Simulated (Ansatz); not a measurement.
Ag (simple hexagonal, space group No. 191) under volume change, the program Ansatz at the r²SCAN level (PAW), shape and atoms relaxed at each volume.

| V (Å³/atom) | E − E(relaxed) (meV/atom) | P (GPa) |
|---|---|---|
| 17.078 | ___ | ___ |
| 17.641 | ___ | ___ |
| 18.204 | 5.0 | 2.95 |
| 18.767 | 0.0 | 0.00 |
| 19.330 | 4.4 | -2.40 |
| 19.893 | 16.4 | -4.36 |
| 20.456 | 34.6 | -5.96 |

Task: Complete the blanks.

Result: 
- 17.641, E − E(relaxed) (meV/atom): 21.5
- 17.641, P (GPa): 6.55
- 17.078, E − E(relaxed) (meV/atom): 52.0
- 17.078, P (GPa): 10.95

Task: What does a third-order Birch–Murnaghan fit give for V₀, B₀ and B′?

Result: V₀ = 18.77 Å³/atom, B₀ = 88.6 GPa, B′ = 5.7.

Space group P6/mmm (simple hexagonal). The start of the workflow was typed in or built on a structure type; neither database checked (COD, Materials Project) lists it. It is not the phase usual at ambient conditions (space group No. 225). The r²SCAN relaxation kept the symmetry of its start. At this level the phase is mechanically unstable. The run is not spin-polarised.

Potentials: the earlier of the program's two PAW sets.
